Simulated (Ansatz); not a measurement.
How far is PAW off for Sb?

```
Sb
1.0
     0.00000    2.30500    2.30500
     2.30500    0.00000    2.30500
     2.30500    2.30500    0.00000
Sb
1
Cartesian
  0.0000 0.0000 0.0000
```

Conventional cell: a = 4.610 Å, b = 4.610 Å, c = 4.610 Å, α = 90.00°, β = 90.00°, γ = 90.00°. Around Sb (atom 1) lie 12 Sb at 3.26 Å.

The geometry is COD entry 9013009, unchecked; take it as a test cell.

Spin–orbit coupling is left out, though it moves levels of the heavy atoms by tenths of an eV or more.

Levels of theory: DFT, PBEsol, PAW with Ansatz's default frozen-core files, scalar-relativistic (Ansatz 0.2.0); DFT, PBEsol, all-electron PAW with datasets made for the crystal, scalar-relativistic (Ansatz 0.2.0); DFT, PBEsol, all-electron LAPW, scalar-relativistic (Ansatz 0.2.0).

For PAW: a Γ-centred 12×12×12 k mesh, Fermi–Dirac smearing of 0.05 eV, cutoff 420 eV, no spin polarisation; the PAW files were made with PBE, and the program remakes their frozen cores for this functional. The crystal-made all-electron datasets (AE datasets) take a cutoff of 180 eV at this cell. LAPW targets a basis error of 1 meV/atom. The Ansatz runs share mesh, smearing and spin set-up. Plane-wave (PAW) pressures include the program's estimate of the Pulay term.

Stress and pressure are positive in compression.

Levels count from the Fermi level.

```tsv
quantity	PAW	AE datasets	LAPW
pressure (GPa)	5.16	5.17	5.17
highest filled level at X (eV)	-5.509	-5.510	-5.510
lowest empty level at X (eV)	0.334	0.333	0.333
highest filled level at Γ (eV)	-13.780	-13.779	-13.779
lowest empty level at Γ (eV)	5.969	5.966	5.966
highest filled level at W (eV)	-1.839	-1.840	-1.840
lowest empty level at W (eV)	9.970	9.971	9.971
```
